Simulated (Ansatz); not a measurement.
Data:

BN (h-BN type, space group P6_3/mmc)

```yaml
crystal:
  lattice:
    - [2.49975, 0.00000, 0.00000]
    - [-1.24987, 2.16485, 0.00000]
    - [0.00000, 0.00000, 6.52535]
  atoms:
    - { symbol: B, position: [0.33333, 0.66667, 0.25000] }
    - { symbol: B, position: [0.66667, 0.33333, 0.75000] }
    - { symbol: N, position: [0.33333, 0.66667, 0.75000] }
    - { symbol: N, position: [0.66667, 0.33333, 0.25000] }
```

The volume is varied about the relaxed value V₀ at fixed cell shape. Symmetry pins the atoms to their sites.

Level of theory: r2SCAN+rVV10 (plane waves to 500 eV, PAW, scalar-relativistic; Ansatz, an electronic-structure program). k mesh 15×15×5 (Γ-centred), Fermi-Dirac smearing 0.05 eV. The energy includes the smearing's −TS. Compression counts positive. With the shape held, the modulus is that of even scaling; a crystal free to change shape is softer. BN was relaxed with its symmetry unable to fall. The PAW data are Ansatz's earlier set. ΔE is measured from the relaxed starting cell.

The scan covers V/V₀ from 0.900 to 1.100 in 9 points.

**Question.** What is the fitted pressure derivative B₀′?

**Answer.** 3.6.

**Question.** What bulk modulus at fixed cell shape B₀ follows from a third-order Birch-Murnaghan fit?

**Answer.** 256 GPa.

(A scan under strain: stresses follow from slopes of the energy per volume, elastic moduli from its curvatures.)
